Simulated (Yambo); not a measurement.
G0W0@LDA for Ba$_{2}$ScNbO$_{6}$ (space group Fm-3m, No. 225) in Yambo. Reference settings: 2×2×2 Γ-centred k mesh, bands 3 to 219 and a 7 Ry block in the screening, 219 bands in G with the Bruneval-Gonze terminator, plasmon pole fitted at 27.2 eV. The LDA gap Γ → Γ on this mesh is 2.62 eV; G0W0 gaps are taken between the same points.

With and without the terminator, as bands are cut:

```json
[
 {"bands in G (in W)": "66 (66)", "gap, terminator (eV)": "4.712", "gap, none (eV)": "4.934", "valence shift, terminator (eV)": "-0.148", "valence shift, none (eV)": "0.210"},
 {"bands in G (in W)": "91 (91)", "gap, terminator (eV)": "4.519", "gap, none (eV)": "4.698", "valence shift, terminator (eV)": "-0.158", "valence shift, none (eV)": "0.220"},
 {"bands in G (in W)": "129 (129)", "gap, terminator (eV)": "4.406", "gap, none (eV)": "4.511", "valence shift, terminator (eV)": "-0.277", "valence shift, none (eV)": "0.066"},
 {"bands in G (in W)": "174 (174)", "gap, terminator (eV)": "4.329", "gap, none (eV)": "4.386", "valence shift, terminator (eV)": "-0.356", "valence shift, none (eV)": "-0.066"},
 {"bands in G (in W)": "219 (219)", "gap, terminator (eV)": "4.309", "gap, none (eV)": "4.343", "valence shift, terminator (eV)": "-0.400", "valence shift, none (eV)": "-0.164"}
]
```

Over this range the gap spans 0.403 eV with the terminator and 0.591 eV without, the valence shift 0.252 eV and 0.384 eV. Neither column has reached its limit for certain.

Spin-orbit coupling is not included.

Geometry of the Materials Project entry, not relaxed at this level; primitive cell a = b = c = 5.861 Å, α = β = γ = 60.00°.

The structure is a Materials Project entry; no match was found in the copy of COD used, and its stability was not checked.

A shift is the quasiparticle energy of the state minus its LDA energy.
